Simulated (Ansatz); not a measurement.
**A trial form of CaCoC4N4**

All numbers below come from DFT PBE, scalar-relativistic, plane waves, PAW in Ansatz 0.2.0. Cutoff 420 eV, Gaussian smearing, Γ-centred meshes. Cell and atoms relax first on a coarse mesh and then on a converged one. In between, the cell is made exact in the group found at 0.06 Å. The steps can't lower the symmetry of their start. Collinear spin, starting moments Co 3.0 μB.

A trial structure of CaCoC4N4 was built thus: two interpenetrating cyanide-bridged diamond nets (P-43m, No. 215). The dimensions are guesses.

```
Ca Co C N
1.0
     6.11645    0.00000    0.00000
     0.00000    6.11645    0.00000
     0.00000    0.00000    6.11645
Ca Co C N
1 1 4 4
Direct
  0.50000 0.50000 0.50000
  0.00000 0.00000 0.00000
  0.18095 0.18095 0.18095
  0.18095 0.81905 0.81905
  0.81905 0.18095 0.81905
  0.81905 0.81905 0.18095
  0.29139 0.29139 0.29139
  0.29139 0.70861 0.70861
  0.70861 0.29139 0.70861
  0.70861 0.70861 0.29139
```

Formation energies are uncorrected and refer to the elements' standard structures at the same level (N₂ as a molecule).

**Question.** What does it relax into?

**Answer.** The symmetry stays P-43m (No. 215). The volume per atom grows by 8.8 %, from 22.9 to 24.9 Å³. The shortest distance stays 1.17 Å (C–N). The energy falls by about 0.03 eV/atom (the start's value is from the coarse mesh). Conventional cell: a = 6.292 Å. Ca has 4 N at 2.35 Å; Co is surrounded by 4 C at 1.93 Å; around C lie 1 N at 1.17 Å and 1 Co at 1.93 Å; N has 1 C at 1.17 Å and 1 Ca at 2.35 Å.

```
Ca Co C N
1.0
     6.29155    0.00000    0.00000
     0.00000    6.29155    0.00000
     0.00000    0.00000    6.29155
Ca Co C N
1 1 4 4
Direct
  0.50000 0.50000 0.50000
  0.00000 0.00000 0.00000
  0.17702 0.17702 0.17702
  0.17702 0.82298 0.82298
  0.82298 0.17702 0.82298
  0.82298 0.82298 0.17702
  0.28448 0.28448 0.28448
  0.28448 0.71552 0.71552
  0.71552 0.28448 0.71552
  0.71552 0.71552 0.28448
```

**Question.** How does it come out in energy, and is it a metal?

**Answer.** The energy over the elements is +0.045 eV/atom. The gap on the 6×6×6 mesh of the 10-atom cell is 1.58 eV, the net moment per atom is 0.30 μB and the moment by site is Co 2.0 μB.

A positive value: parting into the elements would lower its energy.

The last run used collinear spin and Gaussian smearing of 0.02 eV. Kohn–Sham gaps at this level usually fall short of measured ones. The reference form of C is held partly by dispersion forces, which this level lacks. The magnetic state reached may not be the lowest. A structure relaxed within its symmetry needn't be a true minimum. In all, the 3 runs took 8.8 min on 1 thread of Intel(R) Xeon(R) Platinum 8175M CPU @ 2.50GHz (Skylake/Cascade Lake), on a shared host. Site moments count only spheres around the atoms; the net moment includes the space between them.
